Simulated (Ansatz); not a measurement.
MoSe2 (2H-MoS2 type, space group P6_3/mmc)

```
MoSe2
1.0
    3.27711     0.00000     0.00000
   -1.63855     2.83806     0.00000
    0.00000     0.00000    12.73180
Mo Se
2 4
Direct
  0.33333   0.66667   0.25000
  0.66667   0.33333   0.75000
  0.33333   0.66667   0.61852
  0.66667   0.33333   0.11852
  0.66667   0.33333   0.38148
  0.33333   0.66667   0.88148
```

Two coordinates are scanned: the volume, and the ratio of the stretch along z (the conventional c axis) to the stretch across it. Atoms keep their fractional coordinates.

All values below come from PBE-D3(BJ) (plane waves to 420 eV, PAW, scalar-relativistic; Ansatz, an electronic-structure program). k mesh 12×12×3 (Γ-centred), Fermi-Dirac smearing 0.05 eV. Compression counts positive. As the atoms are clamped, bonds stretch with the cell, which overstates energies and stresses. As the smearing reaches across the gap at some points, the response to shear is sensitive to the k mesh, so small differences along c/a are uncertain. MoSe2 is run without spin polarisation. MoSe2 was relaxed with its symmetry unable to fall. The last digit holds for this mesh only.

Changes of σzz − σxx (GPa) from the point V/V₀ = 1.000, (c/a)/(c/a)₀ = 1.000 when one coordinate moves alone (two changes are said to add if the coupling is within 5 % of the smaller one, nearly so within 20 %):

```json
[
 {"point": "V/V₀ = 1.000, (c/a)/(c/a)₀ = 0.880", "change": "18.77"},
 {"point": "V/V₀ = 1.000, (c/a)/(c/a)₀ = 0.920", "change": "12.77"},
 {"point": "V/V₀ = 1.000, (c/a)/(c/a)₀ = 0.960", "change": "6.30"},
 {"point": "V/V₀ = 0.960, (c/a)/(c/a)₀ = 1.000", "change": "1.12"},
 {"point": "V/V₀ = 0.973, (c/a)/(c/a)₀ = 1.000", "change": "0.72"},
 {"point": "V/V₀ = 0.987, (c/a)/(c/a)₀ = 1.000", "change": "0.35"},
 {"point": "V/V₀ = 1.013, (c/a)/(c/a)₀ = 1.000", "change": "-0.33"},
 {"point": "V/V₀ = 1.027, (c/a)/(c/a)₀ = 1.000", "change": "-0.64"},
 {"point": "V/V₀ = 1.040, (c/a)/(c/a)₀ = 1.000", "change": "-0.92"},
 {"point": "V/V₀ = 1.000, (c/a)/(c/a)₀ = 1.040", "change": "-6.14"},
 {"point": "V/V₀ = 1.000, (c/a)/(c/a)₀ = 1.080", "change": "-12.15"},
 {"point": "V/V₀ = 1.000, (c/a)/(c/a)₀ = 1.120", "change": "-18.04"}
]
```

**Question.** Do the two effects add at V/V₀ = 0.960, (c/a)/(c/a)₀ = 1.120? Give the computed change.

**Answer.** The sum of the single changes is 1.12 + (-18.04) = -16.92; the calculation gives -18.28, so the coupling contributes -1.36 (over 20 % of the smaller single change, not additive).

(A scan under strain: stresses follow from slopes of the energy per volume, elastic moduli from its curvatures.)
